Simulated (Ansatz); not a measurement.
CsHgBr₃ (cubic perovskite, space group No. 221) at seven volumes, plane-wave PAW PBEsol (Ansatz code), scaled uniformly. One row is withheld.

```tsv
V (Å³/atom)	P (GPa)
30.806	3.49
31.821	2.10
32.837	?
33.852	0.00
34.868	-0.79
35.883	-1.44
36.899	-1.98
```

Fit the shown pressures and predict the withheld one.

P = (3/2)B₀(x^(7/2) − x^(5/2))[1 + (3/4)(B′ − 4)(x − 1)] with x = (V₀/V)^(2/3). Least squares on the six rows gives V₀ = 33.851 Å³/atom, B₀ = 28.8 GPa, B′ = 5.29. At V = 32.837, x = 1.0205 and P = 0.95 GPa. The run itself gave 0.95 GPa.

Space group Pm-3m (cubic perovskite). The workflow started from an entry of the Crystallography Open Database (COD), which files this formula under 2 space groups. Whether it is the stable phase at ambient conditions was not checked. The PBEsol relaxation kept the symmetry of its start; of distortions, only those at the zone centre were tested. Spin–orbit coupling is left out wherever it is not named.

Potentials: the later of the program's two PAW sets.
